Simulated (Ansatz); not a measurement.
## SiC: Quadrupolar parameters

The cell is a computed structure from the Materials Project (it need not be an observed phase).

```
Si C
1.0
     3.07351    0.00000    0.00000
    -1.53676    2.66174    0.00000
     0.00000    0.00000    5.04525
Si C
2 2
Direct
  0.33333 0.66667 0.49960
  0.66667 0.33333 0.99960
  0.33333 0.66667 0.87540
  0.66667 0.33333 0.37540
```

Atom numbers follow the list; atoms alike are taken as one site, whose name carries the number of the first.

The numbers come from a DFT calculation in Ansatz (PBE, plane waves and PAW, scalar-relativistic, 420 eV cutoff, Γ-centred 10×10×6 k-points, Fermi–Dirac smearing 0.02 eV).

C_Q = eQV_zz/h, which is 24.18 MHz for Q = 1 b and V_zz = 10²¹ V/m²; η = (V_xx − V_yy)/V_zz. Directions are in the Cartesian axes of the cell vectors above, for the atom listed; none is given where the gradient is under 0.02 or η is above 0.95.

**Question.** What field gradients does the calculation give at each kind of site?

**Answer.** 

```tsv
site	first atom	first shell	V_zz (10²¹ V/m²)	η	direction of V_zz (x, y, z)
Si	1	4 C at 1.88–1.90 Å	0.32	0.00	0.00 0.00 1.00
C	3	4 Si at 1.88–1.90 Å	0.20	0.00	0.00 0.00 1.00
```

An axis of threefold or higher order runs through Si and C, so V_zz lies along it and η is zero.

The run took 4.8 s of wall time (4.6 s of CPU time) and 0.48 GiB at its peak, on 1 thread of AMD EPYC 7R43 64-Core Processor (Zen 3) (x86_64; 50 cores open to the job, memory cap 2.5 GiB, no GPU), a shared host with a load of 0.5 a core.
